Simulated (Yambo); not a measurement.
BSE-type run in Yambo on LiHS (space group Pmc2_1, No. 26), at zero momentum.

Quantum ESPRESSO step (PBEsol, PseudoDojo standard norm-conserving files, scalar-relativistic):
```
&CONTROL
  calculation = 'nscf'
  pseudo_dir = './pseudo'
  outdir = './out'
/
&SYSTEM
  ibrav = 0
  nat = 12
  ntyp = 3
  ecutwfc = 74.0
  ecutrho = 296.0
  occupations = 'fixed'
  force_symmorphic = .true.
  nbnd = 93
/
&ELECTRONS
  conv_thr = 1.2000000000000002e-08
  diago_full_acc = .true.
  diago_thr_init = 1e-08
/
ATOMIC_SPECIES
H 1.0080 H.upf
Li 6.9400 Li.upf
S 32.0600 S.upf
CELL_PARAMETERS angstrom
  6.101130000000   0.000000000000   0.000000000000
  0.000000000000   3.923420000000   0.000000000000
  0.000000000000   0.000000000000   7.832770000000
ATOMIC_POSITIONS crystal
H   0.000000000000   0.010520000000   0.934130000000
H   0.000000000000   0.989480000000   0.434130000000
H   0.500000000000   0.875030000000   0.499040000000
H   0.500000000000   0.124970000000   0.999040000000
Li   0.249840000000   0.496830000000   0.248520000000
Li   0.750160000000   0.503170000000   0.748520000000
Li   0.750160000000   0.496830000000   0.248520000000
Li   0.249840000000   0.503170000000   0.748520000000
S   0.000000000000   0.003150000000   0.762800000000
S   0.000000000000   0.996850000000   0.262800000000
S   0.500000000000   0.532970000000   0.499590000000
S   0.500000000000   0.467030000000   0.999590000000
K_POINTS automatic
4 4 2 0 0 0
```

Yambo input:
```
rim_cut
optics
bse
bss
dipoles
em1s
RandQpts= 1000000
RandGvec= 1 Ry
FFTGvecs= 40 Ry
Chimod= "HARTREE"
BSKmod= "SEX"
BSEmod= "resonant"
BSSmod= "hs"
BSENGexx= 15 Ry
BSENGBlk= 3 Ry
% KfnQP_E
 2.435 | 1.0 | 1.0 |
%
% BSEQptR
 1 | 1 |
%
% BSEBands
 9 | 40 |
%
% BEnRange
 0.0 | 14.7 | eV
%
% BDmRange
 0.15 | 0.15 | eV
%
BEnSteps= 294
% BLongDir
 0.0 | 0.0 | 1.0 |
%
BSHayTrs= -0.02
BSSNEig= 24
WRbsWF
% BndsRnXs
 5 | 89 |
%
NGsBlkXs= 3 Ry
% LongDrXs
 1.0 | 1.0 | 1.0 |
%
```

From the report:

The dimension is k points × valence × conduction bands = 32 × 12 × 20 = 7680.
```
  [SLEPC] Approach                          : Krylov-Schur
  [SLEPC] Number of requested eigenvalues   :  24
  [SLEPC] Number of eigenvalues        [NEV]:  24
   [K] Dimension                                    :   7680
   [K] Bands                                        :    9   40
   [K] Exchange res                                 : yes
   [K] Correlation res                              : yes
   [K] W interaction is bare                        : no
   [K] RL vectors exchange                          :  1269
   [K] RL vectors correlation                       :  111
   [W] Matrix size                                  :  111
   [W] Bands                                        :    5   89
   [W] Coulomb Cutoff                               : none
   [W] Hxc Kernel                                   : HARTREE
```

Geometry of the Materials Project entry, not relaxed at this level.
